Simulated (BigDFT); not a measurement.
A self-consistent single point of the molecule C2H11GeNSi2 with BigDFT.

Computed with BigDFT with PBE, Daubechies wavelet basis, HGH (Krack) norm-conserving potentials made for PBE, isolated boundary conditions.

SMILES: C=C[SiH2][GeH2][SiH2]N
```xyz
17

C      3.9561     0.1837    -0.0042
C      2.7807    -0.4549     0.0928
Si     1.1939     0.3934     0.3994
Ge    -0.5923    -0.8992    -0.3096
Si    -2.4424     0.4642    -0.3439
N     -3.8613    -0.2770     0.4426
H      4.8198    -0.4539    -0.1892
H      4.0345     1.2684     0.0964
H      2.7655    -1.5343    -0.0160
H      0.9846     0.6310     1.8481
H      1.1481     1.6346    -0.3745
H     -0.2666    -1.3787    -1.7357
H     -0.7250    -2.1127     0.6250
H     -2.8147     0.7467    -1.7374
H     -2.1449     1.7865     0.2680
H     -4.6205    -0.3620    -0.2642
H     -4.2154     0.3642     1.2023
```
Charge 0, spin multiplicity 1.

Reference input (self-consistent single point, DFT, PBE, Daubechies wavelet basis, HGH (Krack) norm-conserving potentials made for PBE, isolated boundary conditions): basis = Daubechies wavelets; dft.hgrids = 0.33 bohr; dft.rmult = 5 8; dft.ixc = 11; potentials = built-in HGH-K PBE; boundary_conditions = free; dft.gnrm_cv = 1e-04; dft.itermax = 80; dft.idsx = 6; dft.nrepmax = 3. This run's input differs from it in these lines:

```diff
@@ -2,3 +2,3 @@
 dft:
-  hgrids: 0.33
+  hgrids: 0.429
   rmult: [5, 8]
```

Output, abridged:

```
  #------------------------------------------------------------------- Self-Consistent Cycle
 Ground State Optimization:
 - Hamiltonian Optimization: &itrp001
   - Subspace Optimization: &itrep001-01
       Wavefunctions Iterations:
 iter:  1, EKS: -3.89748681165070536E+01, gnrm:  2.00E-01, D: -1.61E+00,
 iter:  2, EKS: -3.94398402321154080E+01, gnrm:  9.16E-02, D: -4.65E-01,
 iter:  3, EKS: -3.95215849413821587E+01, gnrm:  5.59E-02, D: -8.17E-02,
 iter:  4, EKS: -3.95521028761320963E+01, gnrm:  3.20E-02, D: -3.05E-02,
 iter:  5, EKS: -3.95645083452823911E+01, gnrm:  1.24E-02, D: -1.24E-02,
   [... lines left out ...]
 iter:  10, EKS: -3.95680366317484129E+01, gnrm:  1.01E-03, D: -2.92E-05,
 iter:  11, EKS: -3.95680551093118140E+01, gnrm:  7.02E-04, D: -1.85E-05,
 iter:  12, EKS: -3.95680650479959652E+01, gnrm:  5.04E-04, D: -9.94E-06,
 iter:  13, EKS: -3.95680708600556699E+01, gnrm:  3.36E-04, D: -5.81E-06,
 iter:  14, EKS: -3.95680738678703250E+01, gnrm:  2.31E-04, D: -3.01E-06,
 iter:  15, EKS: -3.95680751896494840E+01, gnrm:  1.57E-04, D: -1.32E-06,
 iter:  16, EKS: -3.95680758458531940E+01, gnrm:  9.91E-05, D: -6.56E-07,
       -  &FINAL001  { #---------------------------------------------------------- iter: 17
 iter:  17, EKS: -3.95680760991057667E+01, gnrm:  9.91E-05, D: -2.53E-07,  #FINAL
        #Eigenvalues and New Occupation Numbers
       Orbitals: [
   [... 15 lines left out ...]
 Last Iteration                        : *FINAL001
  #---------------------------------------------------------------------- Forces Calculation
 Total electronic charge               :  35.999999424045
 Electric Dipole Moment (AU):
   P vector                            :  [ -7.025287E-02,  2.309186E-01, -1.409318E-02 ]
   norm(P)                             :  2.41779855E-01
 Electric Dipole Moment (Debye):
   P vector                            :  [ -1.78565E-01,  5.869366E-01, -3.582128E-02 ]
   norm(P)                             :  6.14543035E-01
 BigDFT infocode                       :  0
   [... lines left out ...]
 -  {H: [-3.552197178951E-04,  1.712926658748E-03, -1.020523518733E-02]} # 0014
 -  {H: [ 1.780447723567E-03,  1.296199674755E-03,  4.077455123136E-03]} # 0015
 -  {H: [ 7.405584831064E-03, -6.981887845064E-04,  1.286577980003E-02]} # 0016
 -  {H: [ 4.755580573819E-03, -1.722954513218E-02, -1.659840785346E-02]} # 0017
 Energy (Hartree)                      : -3.95680760991057667E+01
 Force Norm (Hartree/Bohr)             :  5.74135528772848347E-02
```

The run converged in 17 iterations. Against the reference run the free energy goes up by 4.0 meV/atom and the largest force moves little (1.375 to 1.376 eV/Å).

The grid can part forces that symmetry would make equal. Forces above 1 eV/Å remain at this geometry. This run is one point of a test of settings, so its values need not be converged; read them against the reference run alone. The geometry comes from a cheaper method or was typed, in some cases with atoms then moved at random; it is not relaxed at this level, and the species need not be a known compound. A coarse multiplier of 5 or less cuts the tails of heavy atoms' orbitals, which raises levels.

These are the values that this program gave, and no reference: the built-in potentials of some of these elements keep semicore shells in the core, which can shift energies, forces and lattice constants.

Cost on one core: roughly 2.0 core-minutes.
